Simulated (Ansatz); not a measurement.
Relaxed CsPbBr3 (cubic perovskite):

```
CsPbBr3
1.0
    6.00277     0.00000     0.00000
    0.00000     6.00277     0.00000
    0.00000     0.00000     6.00277
Cs Pb Br
1 1 3
Direct
  0.00000   0.00000   0.00000
  0.50000   0.50000   0.50000
  0.00000   0.50000   0.50000
  0.50000   0.50000   0.00000
  0.50000   0.00000   0.50000
```

Scan: atom 1 (Cs, nearest neighbour Br at 4.245 Å; its periodic images, 6.0 Å or more away, move with it) is displaced along Cartesian x, direction (1.000, 0.000, 0.000) in Cartesian axes, by s. The other atoms stay.

These are PBE (plane waves to 420 eV, PAW, scalar-relativistic; Ansatz, an electronic-structure program) values and carry that method's errors. k mesh 5×5×5 (Γ-centred), Fermi-Dirac smearing 0.05 eV. E stands for the smeared free energy. CsPbBr3 was relaxed with its symmetry unable to fall. Spin-orbit coupling is left out, though Pb is heavy. The PAW data are Ansatz's earlier set. This is a high-temperature form of CsPbBr3. ΔE is measured from the undisplaced structure.

```
s (Å)   ΔE (meV/cell)
------  -------------
-0.850           51.3
-0.680           23.3
-0.510       withheld
-0.340            2.5
-0.170            0.4
0.000             0.0
0.170             0.4
0.340             2.5
0.510        withheld
0.680            23.3
0.850            51.3
```

Fit an even polynomial form (powers 2, 4) to the given rows and predict ΔE at s = 0.510.

Least squares on the 9 given rows: ΔE = (13.27)·s² + (79.96)·s⁴, in meV/cell with s in Å; root-mean-square residual 0.06 meV/cell. At 0.510 the fit gives 8.9 meV/cell; the calculation gives 8.8 meV/cell, so the interpolation is off by 0.1 (+1.1 %). The quadratic term alone would give 3.5 meV/cell.

(A displaced cell: forces are minus the slopes of the energy, force constants its curvatures, and phonons follow from these.)
